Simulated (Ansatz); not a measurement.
LuSi$_{2}$:
```yaml
crystal:
  lattice:
    - [4.05610, 0.00000, 0.00000]
    - [-2.02805, 3.51268, 0.00000]
    - [0.00000, 0.00000, 3.68778]
  atoms:
    - { symbol: Lu, position: [0.00000, 0.00000, 0.00000] }
    - { symbol: Si, position: [0.33333, 0.66667, 0.50000] }
    - { symbol: Si, position: [0.66667, 0.33333, 0.50000] }
```

Relaxed with PBEsol. Special points in fractions of this cell's reciprocal vectors: Γ (0.000, 0.000, 0.000); M (0.500, 0.000, 0.000); K (0.333, 0.333, 0.000); A (0.000, 0.000, 0.500); L (0.500, 0.000, 0.500); H (0.333, 0.333, 0.500).

List the band energies nearest the Fermi level at these points for DFT-PBEsol in the program Ansatz with PAW potentials.

In eV from the Fermi level; about four levels below and three above (degenerate sets whole), none deeper than 8.9 eV; points with the same levels are listed once.

```csv
k,below,above
Γ,-3.77 -3.77 -1.57 -1.40 -1.31,0.90 0.90 3.09 3.09
M,-5.00 -3.97 -3.10 -1.90,1.62 2.05 2.74
K,-5.03 -5.03 -5.00 -1.01 -1.01,0.99 0.99 1.12
A,-2.38 -2.38 -1.45 -1.45,0.11 0.50 0.50
L,-4.71 -3.91 -3.74 -0.27,2.74 3.73 3.91
H,-5.01 -5.01 -5.01 -3.45 -3.45,0.23 2.64 2.64
```

Space group P6/mmm. The workflow started from an entry of the Crystallography Open Database (COD). Its standing as an ambient phase is unchecked. Symmetry was held in the PBEsol relaxation. At this level the phase is mechanically unstable. Spin–orbit coupling is left out wherever it is not named.

Potentials: the later of the program's two PAW sets.
